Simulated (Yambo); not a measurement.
G0W0@PBEsol for CsCdCl$_{3}$ (cubic perovskite, space group Pm-3m, No. 221) in Yambo. Reference settings: 2×2×2 Γ-centred k mesh, bands 9 to 312 and a 6 Ry block in the screening, 312 bands in G with the Bruneval-Gonze terminator, plasmon pole fitted at 27.2 eV. The PBEsol gap R → Γ on this mesh is 1.62 eV; G0W0 gaps are taken between the same points.

With and without the terminator, as bands are cut:

```json
[
 {"bands in G (in W)": "128 (312)", "gap, terminator (eV)": "3.843", "gap, none (eV)": "3.757", "valence shift, terminator (eV)": "-0.995", "valence shift, none (eV)": "-0.391"},
 {"bands in G (in W)": "206 (312)", "gap, terminator (eV)": "3.820", "gap, none (eV)": "3.750", "valence shift, terminator (eV)": "-1.087", "valence shift, none (eV)": "-0.761"},
 {"bands in G (in W)": "312 (312)", "gap, terminator (eV)": "3.805", "gap, none (eV)": "3.747", "valence shift, terminator (eV)": "-1.100", "valence shift, none (eV)": "-0.908"}
]
```

Over this range the gap spans 0.038 eV with the terminator and 0.010 eV without, the valence shift 0.105 eV and 0.517 eV. Neither column has reached its limit for certain.

Spin-orbit coupling is included.

Geometry of the Materials Project entry, not relaxed at this level; primitive cell a = 5.2644 Å, b = 5.2644 Å, c = 5.2644 Å, α = 90.00°, β = 90.00°, γ = 90.00°.

A shift is the quasiparticle energy of the state minus its PBEsol energy.
